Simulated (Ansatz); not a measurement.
**Cs₃Sc₂Br₉: checking a database structure before trusting its electric field gradients**

The cell is a computed structure from the Materials Project (it need not be an observed phase), atoms as given.

Space group P6_3/mmc (No. 194); a = 7.7546, c = 19.4394 Å, γ = 120.00°.

| site | Wyckoff | site symmetry | x | y | z |
| --- | --- | --- | --- | --- | --- |
| Cs1 | 4f | 3m. | 0.6667 | 0.3333 | 0.5748 |
| Cs5 | 2b | -6m2 | 0.0000 | 0.0000 | 0.7500 |
| Sc | 4f | 3m. | 0.6667 | 0.3333 | 0.1557 |
| Br11 | 12k | .m. | 0.3397 | 0.1699 | 0.0881 |
| Br23 | 6h | mm2 | 0.0220 | 0.5110 | 0.7500 |

One atom of each set is listed.

Level of theory: DFT, PBE, plane waves and PAW, scalar-relativistic, 420 eV cutoff, Γ-centred 4×4×2 k-points, Fermi–Dirac smearing 0.02 eV (Ansatz 0.2.0).

Problem. Do the atoms and the cell lie near the calculated equilibrium?

Solution. Yes. The largest force is 0.037 eV/Å, on atom 25 (Br: 2 Sc at 2.78 Å, angle 82°), and the pressure is 0.6 GPa.
